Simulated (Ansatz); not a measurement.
A geometry of GaPt away from equilibrium: the start of the relaxation of a relaxed GaPt cell, doubled along one cell vector, shaken by Gaussian noise of σ = 0.08 Å a coordinate. These are PBE (plane waves to 420 eV, PAW, scalar-relativistic; Ansatz, a program for electronic structure) values and carry that method's errors. Γ-centred k-mesh 9×9×4 on the run's cell (coarser than for final values), Fermi–Dirac smearing 0.05 eV.

```xyz
8
Lattice="4.4005 0.0000 0.0000 -2.2003 3.8110 0.0000 0.0000 0.0000 10.1641" Properties=species:S:1:pos:R:3 pbc="T T T"
Ga     0.0476     0.0892     3.7199
Ga     0.0669    -0.1049     8.8730
Ga    -0.0617     0.0066     1.3164
Ga    -0.0162     0.1379     6.3226
Pt     0.0017     2.4915    -0.0629
Pt    -0.0498     2.5409     5.1239
Pt     2.2243     1.3318     0.0340
Pt     2.3981     1.3179     5.0324
```

### Question
Predict the force on each atom, in eV/Å.

### Answer
```json
[
 {"atom": "Ga1", "Fx": "0.12", "Fy": "-0.10", "Fz": "0.58"},
 {"atom": "Ga2", "Fx": "0.01", "Fy": "0.17", "Fz": "-0.27"},
 {"atom": "Ga3", "Fx": "-0.02", "Fy": "0.02", "Fz": "-0.66"},
 {"atom": "Ga4", "Fx": "0.22", "Fy": "-0.29", "Fz": "0.50"},
 {"atom": "Pt5", "Fx": "0.42", "Fy": "1.14", "Fz": "-0.03"},
 {"atom": "Pt6", "Fx": "4.18", "Fy": "2.35", "Fz": "0.05"},
 {"atom": "Pt7", "Fx": "-0.40", "Fy": "-1.28", "Fz": "0.23"},
 {"atom": "Pt8", "Fx": "-4.52", "Fy": "-2.01", "Fz": "-0.41"}
]
```

### Question
What is the pressure?

### Answer
+2.2 GPa, compression positive.

### Question
How far above the relaxed end point is this geometry?

### Answer
0.55 eV/atom; the path ends in Cmc2₁ (No. 36).

No spin polarisation in the result.

The end of the path is a generated cell of GaPt: the first start was made by a random draw of sites in a space group, and the end was not matched to a known phase here, so it may be hypothetical.
